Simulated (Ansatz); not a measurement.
InPd:
```cif
data_InPd
_chemical_formula_sum 'In1 Pd1'
_space_group_name_H-M_alt 'Pm-3m'
_space_group_IT_number 221
_space_group_name_Hall '-P 4 2 3'
_cell_length_a 3.30538
_cell_length_b 3.30538
_cell_length_c 3.30538
_cell_angle_alpha 90.000
_cell_angle_beta 90.000
_cell_angle_gamma 90.000
loop_
_atom_site_label
_atom_site_type_symbol
_atom_site_symmetry_multiplicity
_atom_site_Wyckoff_symbol
_atom_site_fract_x
_atom_site_fract_y
_atom_site_fract_z
_atom_site_occupancy
In1 In 1 a 0.00000 0.00000 0.00000 1
Pd1 Pd 1 b 0.50000 0.50000 0.50000 1
```

Relaxed with PBE.

### Question
Which orbitals make up the states near the Fermi level in PBE in the plane-wave PAW code Ansatz?

### Answer
Within 0.5 eV of the Fermi level: In 5p 46 %, Pd 4d 34 %, In 5s 15 %. Projections are on Löwdin-orthogonalised atomic valence shells; empty p or d shells of many metals are not among them.

### Question
Tabulate the density of states.

### Answer
States/eV per cell of 2 atoms, in 0.25 eV bins, energy from the Fermi level.

```csv
E (eV),total,Pd 4d,In 5p,In 5s
-7.85,0.34,0.02,0.15,0.17
-7.60,0.38,0.02,0.16,0.18
-7.35,0.43,0.04,0.17,0.20
-7.10,0.49,0.06,0.19,0.23
-6.85,0.59,0.09,0.20,0.28
-6.60,0.82,0.15,0.22,0.42
-6.35,0.99,0.29,0.23,0.45
-6.10,1.08,0.47,0.17,0.41
-5.85,0.62,0.31,0.10,0.20
-5.60,0.43,0.22,0.10,0.10
-5.35,0.37,0.18,0.13,0.06
-5.10,0.36,0.16,0.15,0.04
-4.85,0.39,0.16,0.18,0.03
-4.60,0.78,0.43,0.29,0.04
-4.35,1.56,0.98,0.50,0.04
-4.10,2.72,1.84,0.77,0.05
-3.85,2.40,1.82,0.49,0.05
-3.60,4.91,4.47,0.37,0.02
-3.35,2.39,2.09,0.27,0.00
-3.10,4.95,4.54,0.35,0.02
-2.85,4.78,4.39,0.32,0.03
-2.60,5.02,4.68,0.26,0.03
-2.35,5.34,4.98,0.28,0.03
-2.10,1.46,1.20,0.21,0.02
-1.85,1.13,0.94,0.15,0.02
-1.60,0.49,0.34,0.12,0.02
-1.35,0.39,0.22,0.14,0.02
-1.10,1.25,0.80,0.39,0.03
-0.85,1.18,0.66,0.43,0.06
-0.60,0.93,0.44,0.39,0.07
-0.35,0.83,0.33,0.37,0.08
-0.10,0.79,0.27,0.35,0.14
0.15,0.75,0.22,0.32,0.17
0.40,0.54,0.15,0.29,0.07
0.65,0.49,0.11,0.27,0.06
0.90,0.47,0.09,0.26,0.08
1.15,0.53,0.09,0.26,0.14
1.40,0.62,0.12,0.24,0.21
1.65,0.72,0.13,0.27,0.26
1.90,0.91,0.14,0.34,0.32
2.15,0.88,0.11,0.36,0.29
2.40,0.80,0.09,0.33,0.25
2.65,0.79,0.07,0.31,0.22
2.90,0.74,0.06,0.29,0.18
3.15,0.75,0.05,0.32,0.16
3.40,0.79,0.05,0.34,0.13
3.65,0.88,0.05,0.39,0.11
3.90,0.81,0.04,0.39,0.10
4.15,0.83,0.04,0.43,0.09
4.40,0.82,0.04,0.45,0.08
4.65,0.85,0.05,0.48,0.07
```

The cell was relaxed with PBE under the symmetry of its start. The run is not spin-polarised. Spin–orbit coupling is left out wherever it is not named.

Potentials: the later of the program's two PAW sets.
